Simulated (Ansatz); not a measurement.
ZnS:
```cif
data_S2Zn2
_chemical_formula_sum 'Zn2 S2'
_space_group_name_H-M_alt 'P 1'
_space_group_IT_number 1
_cell_length_a 3.78233
_cell_length_b 3.78233
_cell_length_c 6.20729
_cell_angle_alpha 90.000
_cell_angle_beta 90.000
_cell_angle_gamma 120.000
loop_
_space_group_symop_operation_xyz
  'x, y, z'
loop_
_atom_site_label
_atom_site_type_symbol
_atom_site_fract_x
_atom_site_fract_y
_atom_site_fract_z
_atom_site_occupancy
Zn1 Zn 0.66667 0.33333 0.99968 1
Zn2 Zn 0.33333 0.66667 0.49968 1
S1 S 0.66667 0.33333 0.62552 1
S2 S 0.33333 0.66667 0.12552 1
```

Relaxed with PBEsol.

**Question.** Which orbitals make up the states near the band edges in plane-wave PAW PBEsol (Ansatz code)?

**Answer.** Top 1 eV of the valence band: S 3p 87 %, Zn 3d 9 %. Bottom 1 eV of the conduction band: Zn 4s 55 %, S 3s 27 %, S 3p 14 %. Projections are on Löwdin-orthogonalised atomic valence shells; empty p or d shells of many metals are not among them.

**Question.** Tabulate the density of states.

**Answer.** States/eV per cell of 4 atoms, in 0.25 eV bins, energy from the valence-band maximum.

| E (eV) | total | Zn 3d | S 3p | Zn 4s |
|---|---|---|---|---|
| -7.85 | 0.00 | 0.00 | 0.00 | 0.00 |
| -7.60 | 0.00 | 0.00 | 0.00 | 0.00 |
| -7.35 | 0.00 | 0.00 | 0.00 | 0.00 |
| -7.10 | 0.00 | 0.00 | 0.00 | 0.00 |
| -6.85 | 0.00 | 0.00 | 0.00 | 0.00 |
| -6.60 | 5.15 | 4.16 | 0.81 | 0.17 |
| -6.35 | 29.95 | 26.23 | 3.31 | 0.37 |
| -6.10 | 20.70 | 19.36 | 1.09 | 0.20 |
| -5.85 | 20.07 | 19.58 | 0.20 | 0.15 |
| -5.60 | 4.12 | 3.75 | 0.12 | 0.08 |
| -5.35 | 0.09 | 0.01 | 0.06 | 0.02 |
| -5.10 | 1.22 | 0.28 | 0.64 | 0.27 |
| -4.85 | 3.91 | 0.75 | 2.09 | 0.96 |
| -4.60 | 2.10 | 0.49 | 1.07 | 0.42 |
| -4.35 | 1.97 | 0.44 | 1.02 | 0.35 |
| -4.10 | 1.60 | 0.35 | 0.85 | 0.25 |
| -3.85 | 1.31 | 0.26 | 0.77 | 0.16 |
| -3.60 | 1.32 | 0.21 | 0.87 | 0.12 |
| -3.35 | 1.90 | 0.23 | 1.43 | 0.12 |
| -3.10 | 1.71 | 0.21 | 1.29 | 0.10 |
| -2.85 | 2.11 | 0.23 | 1.66 | 0.09 |
| -2.60 | 2.59 | 0.26 | 2.07 | 0.09 |
| -2.35 | 2.75 | 0.25 | 2.28 | 0.07 |
| -2.10 | 3.04 | 0.27 | 2.55 | 0.06 |
| -1.85 | 3.38 | 0.30 | 2.86 | 0.05 |
| -1.60 | 3.80 | 0.34 | 3.24 | 0.04 |
| -1.35 | 4.81 | 0.41 | 4.16 | 0.03 |
| -1.10 | 3.26 | 0.29 | 2.82 | 0.02 |
| -0.85 | 2.31 | 0.21 | 2.00 | 0.01 |
| -0.60 | 1.52 | 0.14 | 1.32 | 0.00 |
| -0.35 | 0.96 | 0.09 | 0.84 | 0.00 |
| -0.10 | 0.32 | 0.03 | 0.28 | 0.00 |
| 0.15 | 0.00 | 0.00 | 0.00 | 0.00 |
| 0.40 | 0.00 | 0.00 | 0.00 | 0.00 |
| 0.65 | 0.00 | 0.00 | 0.00 | 0.00 |
| 0.90 | 0.00 | 0.00 | 0.00 | 0.00 |
| 1.15 | 0.00 | 0.00 | 0.00 | 0.00 |
| 1.40 | 0.00 | 0.00 | 0.00 | 0.00 |
| 1.65 | 0.00 | 0.00 | 0.00 | 0.00 |
| 1.90 | 0.00 | 0.00 | 0.00 | 0.00 |
| 2.15 | 0.00 | 0.00 | 0.00 | 0.00 |
| 2.40 | 0.01 | 0.00 | 0.00 | 0.01 |
| 2.65 | 0.04 | 0.00 | 0.01 | 0.02 |
| 2.90 | 0.07 | 0.00 | 0.01 | 0.04 |
| 3.15 | 0.15 | 0.00 | 0.03 | 0.08 |
| 3.40 | 0.91 | 0.00 | 0.13 | 0.34 |
| 3.65 | 1.94 | 0.01 | 0.29 | 0.67 |
| 3.90 | 2.70 | 0.01 | 0.42 | 0.94 |
| 4.15 | 3.44 | 0.01 | 0.57 | 1.18 |
| 4.40 | 3.17 | 0.01 | 0.53 | 0.99 |
| 4.65 | 1.82 | 0.01 | 0.35 | 0.60 |
| 4.90 | 1.26 | 0.00 | 0.26 | 0.40 |
| 5.15 | 1.00 | 0.00 | 0.15 | 0.24 |
| 5.40 | 3.21 | 0.01 | 0.37 | 0.52 |
| 5.65 | 4.10 | 0.01 | 0.44 | 0.60 |
| 5.90 | 2.56 | 0.01 | 0.27 | 0.39 |
| 6.15 | 2.73 | 0.01 | 0.27 | 0.37 |
| 6.40 | 1.85 | 0.00 | 0.10 | 0.11 |
| 6.65 | 1.81 | 0.00 | 0.08 | 0.09 |
| 6.90 | 4.09 | 0.01 | 0.19 | 0.21 |

Space group P6_3mc (wurtzite). Symmetry was held in the PBEsol relaxation.

Potentials: the later of the program's two PAW sets.
